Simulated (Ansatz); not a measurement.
### Question
B (diamond, Fd-3m) is relaxed with plane-wave PAW r²SCAN (Ansatz code). What lattice parameters of the conventional cell result?

### Answer
a = 4.053 Å.

### Question
Is it a metal or does it have a gap at this level?

### Answer
No gap at this level.

The start of the workflow was typed in or built on a structure type; neither database checked (COD, Materials Project) lists it. It is not the phase usual at ambient conditions (space group No. 166). The r²SCAN relaxation kept the symmetry of its start. At this level the phase is mechanically unstable.

Potentials: the earlier of the program's two PAW sets.
